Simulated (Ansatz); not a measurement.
# Calculated 17O NMR of the central transition for KTaO3

Cell: a computed structure from the Materials Project (it need not be an observed phase).

```xyz
5
Lattice="3.9949 0.0000 0.0000 0.0000 3.9949 0.0000 0.0000 0.0000 3.9949" Properties=species:S:1:pos:R:3 pbc="T T T"
K     1.9974    1.9974    1.9974
Ta    0.0000    0.0000    0.0000
O     0.0000    1.9974    0.0000
O     0.0000    0.0000    1.9974
O     1.9974    0.0000    0.0000
```

Sites (sets of like atoms) are named by element and the number of their first atom in this list.

All values are calculated (Ansatz; DFT, PBE, plane waves and PAW, scalar-relativistic, 420 eV cutoff, Γ-centred 5×5×5 k-points, Fermi–Dirac smearing 0.02 eV), not measured.

17O has I = 5/2 and Q = -25.58 mb (Pyykkö 2018); at 14.1 T its Larmor frequency is ν₀ = 81.4 MHz. Only the quadrupole interaction is simulated: positions count from each site's isotropic chemical shift, and J coupling is left out, as are shift anisotropy and dipolar coupling, which fast spinning averages.

Problem. Simulate the second-order pattern (fast magic-angle spinning, Gaussian broadening 0.007 kHz) of site O (2 Ta at 2.00 Å, angle 180°; also 4 K at 2.82 Å).

Solution. The calculation gives C_Q = -1.41 MHz and η = 0.00, so ν_Q = 0.211 MHz and the centre of gravity lies at -1.80 ppm (-0.146 kHz).

```json
{"offset (kHz)": "-0.3804", "height": "0"}
{"offset (kHz)": "-0.3692", "height": "1"}
{"offset (kHz)": "-0.3580", "height": "4"}
{"offset (kHz)": "-0.3468", "height": "4"}
{"offset (kHz)": "-0.3356", "height": "4"}
{"offset (kHz)": "-0.3244", "height": "4"}
{"offset (kHz)": "-0.3132", "height": "4"}
{"offset (kHz)": "-0.3020", "height": "4"}
{"offset (kHz)": "-0.2908", "height": "5"}
{"offset (kHz)": "-0.2796", "height": "5"}
{"offset (kHz)": "-0.2684", "height": "5"}
{"offset (kHz)": "-0.2572", "height": "5"}
{"offset (kHz)": "-0.2460", "height": "5"}
{"offset (kHz)": "-0.2348", "height": "21"}
{"offset (kHz)": "-0.2236", "height": "76"}
{"offset (kHz)": "-0.2124", "height": "45"}
{"offset (kHz)": "-0.2012", "height": "36"}
{"offset (kHz)": "-0.1900", "height": "32"}
{"offset (kHz)": "-0.1788", "height": "30"}
{"offset (kHz)": "-0.1676", "height": "29"}
{"offset (kHz)": "-0.1564", "height": "29"}
{"offset (kHz)": "-0.1451", "height": "29"}
{"offset (kHz)": "-0.1339", "height": "29"}
{"offset (kHz)": "-0.1227", "height": "30"}
{"offset (kHz)": "-0.1115", "height": "31"}
{"offset (kHz)": "-0.1003", "height": "34"}
{"offset (kHz)": "-0.0891", "height": "37"}
{"offset (kHz)": "-0.0779", "height": "44"}
{"offset (kHz)": "-0.0667", "height": "58"}
{"offset (kHz)": "-0.0555", "height": "100"}
{"offset (kHz)": "-0.0443", "height": "10"}
{"offset (kHz)": "-0.0331", "height": "0"}
```

An axis of threefold or higher order runs through O, so V_zz lies along it and η is zero.

Without spin–orbit coupling the gradients at and beside Ta can be off by some per cent, at some sites by more.
